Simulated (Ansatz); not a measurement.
**Structures of Na₂Se₃: which is lowest?**

Plane-wave DFT in Ansatz with scalar-relativistic PAW potentials, cutoff 420 eV, Γ-centred meshes chosen by cell and gap, Gaussian smearing with energies taken to zero width. Every cell was relaxed (cell and atoms) in a run of its own, within the symmetry of its start. Functional: PBE.

Relaxed structures (starts from databases or built by putting these elements on another compound's sites):
A. P-3m1, 5 atoms in the computed cell, a = 4.457 Å, c = 8.269 Å; sites (symmetry × multiplicity) Na 3m. × 2, Se -3m. × 1 + 3m. × 2; start: built
B. R-3m, 5 atoms in the computed cell, a = 4.411 Å, c = 26.826 Å; sites (symmetry × multiplicity) Na 3m × 6, Se -3m × 3 + 3m × 6; start: built

Question: Rank them by energy. Could pressure change the order?

Answer:
```tsv
structure	group	E − E(lowest) (meV/atom)	V (Å³/atom)	gap on mesh (eV)
A	P-3m1	0.0	28.45	0.00
B	R-3m	31	30.13	0.00
```

A is lowest, 31 meV/atom under B. The lowest is also the densest of these, so pressure wouldn't bring one of the others in at first order. Other structures may lie lower than all of these, and vibrations aren't counted.

Spin polarisation was left out, and a magnetic state may lie lower.